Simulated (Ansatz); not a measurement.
# RuFBr (Janus 1T monolayer): the band gap by level of theory

All numbers come from Ansatz. Non-magnetic throughout. Whether this structure exists isn't addressed.

The cell is RuFBr as a Janus 1T monolayer; cell and atoms were relaxed with r2SCAN. The sheet's in-plane cell has a = 3.546 Å, b = 3.546 Å (γ = 120.0°), and its outermost atoms lie 2.23 Å apart along the normal. Around Ru lie 3 F at 2.27 Å and 3 Br at 2.40 Å; around F lie 3 Ru at 2.27 Å; around Br lie 3 Ru at 2.40 Å.

```
Ru F Br
1.0
     3.54554    0.00000    0.00000
    -1.77277    3.07052    0.00000
     0.00000    0.00000   29.30885
Ru F Br
1 1 1
Direct
  0.00000 0.00000 0.31008
  0.33333 0.66667 0.34366
  0.66667 0.33333 0.26749
```
Periodic in the plane only; c spans the vacuum.

On this one geometry the levels give:
```
    level   k mesh  gap (eV)      kind           edges  least direct gap (eV)       rough cost
      LDA  12×12×1      1.04  indirect           Γ → K                   1.24  10 core-seconds
      PBE  12×12×1      1.14  indirect           Γ → K                   1.34  12 core-seconds
  PBE+SOC  12×12×1      1.09  indirect  Γ–M (0.17) → K                   1.21  50 core-seconds
   r2SCAN  12×12×1      1.49  indirect           Γ → K                   1.68  23 core-seconds
  r2SCANh    6×6×1      2.44  indirect           Γ → K                   2.60   5 core-minutes
    HSE06    6×6×1      2.82  indirect           Γ → K                   2.95   4 core-minutes
HSE06+SOC    6×6×1      2.73    direct               K                   2.73  23 core-minutes
     PBE0    6×6×1      3.60  indirect           Γ → K                   3.74   4 core-minutes
  r2SCAN0    6×6×1      3.97  indirect           Γ → K                   4.11   7 core-minutes
```
PBE, PBE+SOC: smearing of 0.02 eV; the others have fixed occupations.
Wave cutoffs: 420 eV, 500 eV (r2SCAN, r2SCANh, r2SCAN0).
Costs come from shared machines and give only the order; PBE's includes the band path. The runs had 4 threads of Intel(R) Xeon(R) 6975P-C (Granite Rapids), with other jobs on the host.

The HSE06 gap is indirect, 2.82 eV (Γ to K), below the direct gap of 2.95 eV at K. Spin-orbit coupling changes the PBE gap by -0.045 eV, to 1.09 eV. Spin-orbit coupling changes the HSE06 gap by -0.083 eV, to 2.73 eV, and turns it direct.

r2SCAN covers 21 % of the step from PBE to HSE06, while HSE06 needs about 11 times r2SCAN's rough cost (on a coarser mesh). Spin-orbit coupling moves the least or the direct gap by up to 0.22 eV, so it has to be included where a tenth of an eV counts. The levels disagree on the kind of gap: direct with HSE06+SOC; indirect with LDA, PBE, PBE+SOC, r2SCAN, r2SCANh, HSE06, PBE0, r2SCAN0.

Only the levels marked +SOC include spin-orbit coupling.

For some runs the program warns that the potential is rough where the density is thin, which bears on empty states near the vacuum.
